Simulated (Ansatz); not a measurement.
CsPbCl$_{3}$:
```yaml
crystal:
  lattice:
    - [5.73337, 0.00000, 0.00000]
    - [0.00000, 5.73337, 0.00000]
    - [0.00000, 0.00000, 5.73337]
  atoms:
    - { symbol: Cs, position: [0.50000, 0.50000, 0.50000] }
    - { symbol: Pb, position: [0.00000, 0.00000, 0.00000] }
    - { symbol: Cl, position: [0.00000, 0.00000, 0.50000] }
    - { symbol: Cl, position: [0.50000, 0.00000, 0.00000] }
    - { symbol: Cl, position: [0.00000, 0.50000, 0.00000] }
```

Relaxed with PBE. Special points in fractions of this cell's reciprocal vectors: Γ (0.000, 0.000, 0.000); X (0.000, 0.500, 0.000); M (0.500, 0.500, 0.000); R (0.500, 0.500, 0.500).

Problem. List the band energies nearest the valence-band maximum at these points for PBE with spin–orbit coupling in the plane-wave PAW code Ansatz.

Solution. In eV from the valence-band maximum; about four levels below and three above (degenerate sets whole), none deeper than 8.9 eV; points with the same levels are listed once.

| k | below | above |
|---|---|---|
| Γ | -2.04 -2.04 -2.04 -2.04 | 3.64 3.64 4.67 4.67 |
| X | -2.14 -2.14 -1.45 -1.45 | 2.72 2.72 4.80 4.80 |
| M | -1.80 -1.80 -0.70 -0.70 | 1.82 1.82 3.19 3.19 |
| R | -1.77 -1.77 -1.77 -1.77 0.00 0.00 | 0.97 0.97 2.63 2.63 2.63 2.63 |

Space group Pm-3m (cubic perovskite). This is a known high-temperature phase of the composition, computed here at zero pressure and temperature. Symmetry was held in the PBE relaxation; phonons on a q-mesh show weakly imaginary modes.

Potentials: the later of the program's two PAW sets.
